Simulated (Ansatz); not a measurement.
Values for one crystal, relaxed and computed with DFT-r²SCAN in the program Ansatz with PAW potentials; other levels are named.

| Quantity | Value |
|---|---|
| Volume per atom | 28.83 Å³ |
| Band gap | 0.98 eV (direct) |
| Pressure derivative B′ | 4.3 |
| Hole effective mass | 0.32, 2.1, 2.1 mₑ (principal values) |
| Formation energy from the elements (no fitted shifts) | -2.28 eV/atom |
| Electron effective mass | 0.35, 0.35, 0.88 mₑ (principal values) |
| Valence-band maximum | at Γ |

Which compound is it?
A. LaTeCl, P4/nmm (La on 2c, Te on 2c, Cl on 2a)
B. NaCl, CsCl type
C. TeO2, P4_32_12 (Te on 4a, O on 8b)
D. LaSF, P4/nmm (La on 2c, S on 2c, F on 2a)

A, LaTeCl, P4/nmm (La on 2c, Te on 2c, Cl on 2a)

The workflow started from a Materials Project entry (that database holds measured and hypothetical structures alike); the Crystallography Open Database copy checked does not list it. Its standing as an ambient phase is unchecked. The r²SCAN relaxation kept the symmetry of its start; its stability against distortions is not shown here. The references are the lowest solids computed at this level, not always the standard phases (solids in place of the gases). Scalar-relativistic: spin–orbit coupling is off unless named, which matters more the heavier the elements.

Potentials: the later of the program's two PAW sets.
